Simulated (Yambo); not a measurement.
A G0W0@PBEsol run in Yambo for MoF6 (space group Im-3m, No. 229) (2×2×2 Γ-centred k mesh, bands 2 to 187 and a 7 Ry block in the screening, 187 bands in G with the Bruneval-Gonze terminator, plasmon pole fitted at 27.2 eV) gives these matrix elements, in eV, at the band edges (Γ → N):

```tsv
state	E0	<Vxc>	<Σx>	<Σc(E0)>	Z
valence edge	0.000	-22.825	-30.308	5.072	0.786
conduction edge	4.313	-20.437	-15.077	-2.413	0.831
```

### Question
Solve the linearised quasiparticle equation for both states, give the gap, and say how exchange and correlation each act on it.

### Answer
E = E0 + Z(Σx + Σc − Vxc). Valence: 0.000 + 0.786 × (-30.308 + (5.072) − (-22.825)) = -1.89 eV. Conduction: 4.313 + 0.831 × (-15.077 + (-2.413) − (-20.437)) = 6.76 eV. The gap is 8.66 eV, against 4.31 eV in PBEsol. Replacing Vxc by bare exchange alone would open it by 12.84 eV; correlation takes back 7.49 eV of that, and Z scales what is left. Nearest settings tried, and what they do to the gap: 123 bands in G: +17 meV; 123 bands in W, 123 bands in G: +76 meV; 6 Ry block (225 vectors against 321): +59 meV. Not varied: mesh. So the settings aren't converged at that level. The k mesh is coarse. Spin-orbit splittings are left out.

Geometry of the Materials Project entry, not relaxed at this level; primitive cell a = b = c = 5.4860 Å, α = β = γ = 109.47°.

The structure is a Materials Project entry; no match was found in the copy of COD used, and its stability was not checked.
